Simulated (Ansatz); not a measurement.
Cold compression of TaN (rocksalt type)

```xyz
2
Lattice="0.0000 2.2085 2.2085 2.2085 0.0000 2.2085 2.2085 2.2085 0.0000" Properties=species:S:1:pos:R:3 pbc="T T T"
Ta    0.0000    0.0000    0.0000
N     2.2085    2.2085    2.2085
```

The cell comes from a relaxation on PAW files under the same functional, begun from a prototype that needn't be the stable phase.

Its volume is scaled at fixed shape and fractional positions.

Computed with Ansatz 0.2.0; functional PBE, scalar-relativistic. Settings: a Γ-centred 15×15×15 k mesh, Fermi–Dirac smearing of 0.08 eV, no spin polarisation. Methods: LAPW: all electrons, basis error target 1 meV/atom; PAW: frozen-core files, cutoff 420 eV; crystal datasets: all electrons, by PAW datasets that the program makes for each cell; norm-conserving: pseudopotentials, cutoff 1240 eV; PAW (core large): files with a larger core, cutoff 420 eV.

Energies are extrapolated to zero smearing and count from the unscaled cell; pressure is positive in compression; gaps take the mesh and a band path. No temperature or zero-point motion is included.

Spin–orbit coupling is left out, which matters for the heavy atoms.

```csv
V/V0,V (Å³/atom),P LAPW (GPa),ΔE LAPW (eV/atom),P PAW − LAPW (GPa),ΔE PAW − LAPW (meV/atom)
1.00,10.77,0.16,0.000,-0.15,0.0
0.94,10.13,23.4,0.045,0.02,-0.3
0.88,9.48,?,0.200,0.33,0.4
0.80,8.62,118.9,?,1.12,4.1
0.72,7.76,219.2,1.544,2.59,13.7
0.64,6.89,381.9,3.124,5.32,34.2
0.55,5.92,702.0,6.305,11.82,83.6
```

(1) What belongs in the row "0.88", column "P LAPW (GPa)"?

(2) Give the missing entry: row "0.80", column "ΔE LAPW (eV/atom)".

(3) Fit the Vinet equation to the LAPW pressures over the whole range, with residuals weighted by 1/(|P| + 0.03·Pmax).

(4) At the smallest volume, how far do crystal datasets and norm-conserving and PAW (core large) lie from LAPW in pressure?

(5) How do the Löwdin populations by LAPW change from the unscaled cell to the last row?

## Answers

(1) 55.5.

(2) 0.656.

(3) V0 = 10.78 Å³/atom, B0 = 321 GPa and B0′ = 4.65, and the fit misses no point by more than 3.3 GPa. A fit over so wide a range pins B0 less well than one near rest.

(4) crystal datasets: 0.00 GPa; norm-conserving: -0.44 GPa; PAW (core large): +11.82 GPa, on a LAPW pressure of 702.0 GPa.

(5) Ta 5s 1.96 → 1.88, Ta 6s 0.46 → 0.40, Ta 5d 3.80 → 4.32, N 2s 1.48 → 1.25, N 2p 4.24 → 4.14 electrons an atom. These are projections on the shells that the free atoms fill; 0.07 e a cell lies outside them at the start and 0.09 e at the end.
